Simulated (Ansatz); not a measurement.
InSb:
Space group P6₃/mmc (No. 194); a = 4.173 Å, b = 4.173 Å, c = 7.349 Å, α = 90.00°, β = 90.00°, γ = 120.00°

```tsv
atom	site	symmetry	x	y	z
In	2a	-3m.	0.0000	0.0000	0.0000
Sb	2c	-6m2	0.3333	0.6667	0.2500
```

Relaxed at zero pressure with the program Ansatz at the PBEsol level (PAW).

Task: The volume is lowered by 3 % and shape and atoms relax at that volume. What pressure results, and how do the axes share the change?

Result: 1.8 GPa; a -1.2 %, b -1.2 %, c -0.6 %; the energy rises by 4 meV/atom.

Task: Give the new structure.

Result: 
Space group P6₃/mmc (No. 194); a = b = 4.123 Å, c = 7.305 Å, α = β = 90.00°, γ = 120.00°

```
atom  site  symmetry       x       y       z
----  ----  --------  ------  ------  ------
In      2a      -3m.  0.0000  0.0000  0.0000
Sb      2c      -6m2  0.3333  0.6667  0.2500
```

The phase is kept; no other phase was compared at this pressure.

Space group P6_3/mmc (NiAs type). The start of the workflow was typed in or built on a structure type; neither database checked (COD, Materials Project) lists it. It is not the phase usual at ambient conditions (space group No. 216). The PBEsol relaxation kept the symmetry of its start; of distortions, only those at the zone centre were tested. Scalar-relativistic: spin–orbit coupling is off unless named, which matters more the heavier the elements.

Potentials: the earlier of the program's two PAW sets.
